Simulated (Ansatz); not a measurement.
TiAl (CuAu type, space group P4/mmm)

```
TiAl
1.0
    2.81288     0.00000     0.00000
    0.00000     2.81288     0.00000
    0.00000     0.00000     4.05874
Al Ti
1 1
Direct
  0.50000   0.50000   0.50000
  0.00000   0.00000   0.00000
```

The slice is a (001) plane (indices of the conventional cell) through the point (0.500, 0.500, 0.500) (fractional), spanned by u = [100] and v = [010] in vectors of this cell: u (2.81 Å) and v (2.81 Å, at 90° to u). It covers one period; positions are fractions (u, v).

Level of theory: r2SCAN (plane waves to 500 eV, PAW, scalar-relativistic; Ansatz, a quantum-chemistry and plane-wave program). k mesh 16×16×12. Inside the PAW spheres the values are not all-electron values, and peaks at nuclei hang on which shells count as valence. The PAW data are Ansatz's earlier set. TiAl is run without spin polarisation. TiAl was relaxed with its symmetry unable to fall.

Task: The ELF has a maximum in the middle third of the Al–Al line. Where, and how high?

Result: 0.70, 1.4 Å from Al.

Task: What is the valence density on the shortest Al–Al line in this plane (2.81 Å), at its midpoint?

Result: 0.23 e/Å³.

Task: Predict the map of the electrostatic potential energy of an electron, from the cell's mean on the slice.

Result: 
```
|xxxxxxxxxxxxxxxx--++**++--xxxxxxxxxxxxxx|
|xxxxxxxxxxxxxx  --++**++--  xxxxxxxxxxxx|
|xxxxxxxxxxxxxx..==******==..xxxxxxxxxxxx|
|xxxxxxxxxxxx  --++######++--  xxxxxxxxxx|
|xxxxxxxxxxxx::++**##%%##**++::xxxxxxxxxx|
|xxxxxxxx  ::==**##%%%%%%##**==::  xxxxxx|
|xxxx  ..--++**##%%@@@@@@%%##**++--..  xx|
|::----==++**##%%@@@@@@@@@@%%##**++==----|
|++++++**####%%@@@@@@@@@@@@@@%%####**++++|
|++******##%%%%@@@@@@@@@@@@@@%%%%##******|
|++++++**####%%@@@@@@@@@@@@@@%%####**++++|
|::----==++**##%%@@@@@@@@@@%%##**++==----|
|xxxx  ..--++**##%%@@@@@@%%##**++--..  xx|
|xxxxxxxx  ::==**##%%%%%%##**==::  xxxxxx|
|xxxxxxxxxxxx::++**##%%##**++::xxxxxxxxxx|
|xxxxxxxxxxxx  --++######++--  xxxxxxxxxx|
|xxxxxxxxxxxxxx..==******==..xxxxxxxxxxxx|
|xxxxxxxxxxxxxx  --++**++--  xxxxxxxxxxxx|
|xxxxxxxxxxxxxxxx--++**++--xxxxxxxxxxxxxx|
|xxxxxxxxxxxxxxxx::++++++::xxxxxxxxxxxxxx|
```
Scale: ten equal steps from 0.00 (start of ' ') to 8.73 (end of '@'), in the order ' .:-=+*#%@'. Values: electrostatic potential energy of an electron, from the cell's mean, in eV. The map has 20 points along u (two characters each, u = 0 at the left) and 20 along v (v = 0 in the bottom row). Points within 1 Å of a nucleus are blanked (x), as the pseudised field means little there. Values under 0 eV are set to 0. The zero, the cell's mean, hangs on the PAW cores.
